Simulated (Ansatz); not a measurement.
In DFT-PBE in the program Ansatz with PAW potentials, Ru in the trigonal phase (P-3m1; Ru on 2c, Ru on 2d, Ru on 2d, Ru on 2d) relaxes to a = 2.704 Å, c = 17.464 Å. Ru on 2c has 12 nearest neighbours from 2.68 Å (cuboctahedral); Ru on 2d has 12 nearest neighbours from 2.68 Å (cuboctahedral); Ru on 2d has 12 nearest neighbours from 2.63 Å (anticuboctahedral); Ru on 2d has 12 nearest neighbours from 2.68 Å (cuboctahedral).

Electronic character: metallic (no gap). Gap from PBE with spin–orbit coupling: none (metallic).

The bulk modulus is 3060 kbar.

The start of the workflow was typed in or built on a structure type; neither database checked (COD, Materials Project) lists it. It is not the phase usual at ambient conditions (space group No. 194). Symmetry was held in the PBE relaxation; its stability against distortions is not shown here. No spin polarisation was allowed. Axis ratios of metals converge slowly with the k-mesh, so a and c are less sure than the volume. Scalar-relativistic: spin–orbit coupling is off unless named, which matters more the heavier the elements.

Potentials: the later of the program's two PAW sets.
